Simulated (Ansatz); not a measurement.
Polymorphs of ZnGaNO, each relaxed with PBEsol in the plane-wave PAW code Ansatz:

A: P3m1
a = b = 3.242 Å, c = 5.260 Å, α = β = 90.00°, γ = 120.00°

```csv
atom,site,symmetry,x,y,z
Ga,1b,3m.,0.3333,0.6667,0.0220
N,1b,3m.,0.3333,0.6667,0.3731
Zn,1c,3m.,0.6667,0.3333,0.4720
O,1c,3m.,0.6667,0.3333,0.8860
```

B: Pmc2_1
a = 3.229 Å, b = 5.532 Å, c = 5.227 Å, α = β = γ = 90.00°

```csv
atom,site,symmetry,x,y,z
Zn,2b,m..,0.5000,0.1757,0.4906
Ga,2a,m..,0.0000,0.3480,0.0068
N,2a,m..,0.0000,0.3356,0.3681
O,2b,m..,0.5000,0.1795,0.8885
```

Task: Put the candidates in order of energy per atom at 0 K, lowest first, for PBEsol.

Result: B (+0 meV/atom), A (+195 meV/atom)

Task: Give each one's gap.

Result: A no gap; B 0.39 eV.

Built on a structure type that need not be the filed one of that space group: A. Standing as an ambient phase not checked: A; B. All cells were relaxed under the symmetry of their starts (and spin orders); stability against distortions was not tested throughout. Scalar-relativistic: spin–orbit coupling is off unless named, which matters more the heavier the elements.

Energies hold the estimated change up to a 700 eV cutoff; steps of a few meV lie near the error of the meshes.

Potentials: the later of the program's two PAW sets.
